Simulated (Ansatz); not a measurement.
AlFe:
```
AlFe
1.0
    2.87426     0.00000     0.00000
    0.00000     2.87426     0.00000
    0.00000     0.00000     2.87426
Fe Al
1 1
Direct
  0.50000   0.50000   0.50000
  0.00000   0.00000   0.00000
```
Starting moments (μB, in the order of the atoms Fe Al): 0.7 -0.1.

This is the PBE-relaxed structure.

Question: All from PBE in the plane-wave PAW code Ansatz, unless another level is named. Give the formation energy from the elements (no fitted shifts).

Answer: -0.32 eV/atom.

Question: Next, the density of states at the Fermi level?

Answer: 1.1 states/eV per atom (mean over ±0.08 eV).

Space group Pm-3m (CsCl type). The PBE relaxation kept the symmetry of its start. Spin order of the final state: ferromagnetic, chosen from 4 collinear starts compared on coarse meshes (ties went to the first, and starts can fall back to one state), not a proven ground state. The references are the lowest solids computed at this level, not always the standard phases.

Potentials: the later of the program's two PAW sets.
